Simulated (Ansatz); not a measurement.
ZnIr under strain

Level of theory: Ansatz, DFT PBEsol, scalar-relativistic, plane waves, PAW. Run with 420 eV cutoff, 18×18×10 k-mesh, Gaussian smearing of 0.10 eV, no spin polarisation.

The relaxed crystal:

```
CELL_PARAMETERS angstrom
2.75775 0.00000 0.00000
-1.37887 2.38828 0.00000
0.00000 0.00000 4.15339
ATOMIC_POSITIONS crystal
Zn 0.66667 0.33333 0.50000
Ir 0.00000 0.00000 0.00000
```

Deformation: uniaxial strain along c, with the lengths of a and b and the atoms relaxed and the angles held, all within the symmetry that the strain leaves. Energies are extrapolated to zero smearing. Stress is positive in compression, on the Cartesian axes of the cell above.

Spin–orbit coupling is left out, which can shift energies with elements as heavy as these.

Strains computed: -3.0, -2.0, -1.0, +1.0, +2.0, +3.0 %.

**Question.** At which strain does the energy stand 4.9 meV/atom over the relaxed crystal with σxx = 0.00, σyy = 0.00, σzz = 6.12 GPa?

**Answer.** -2.0 %.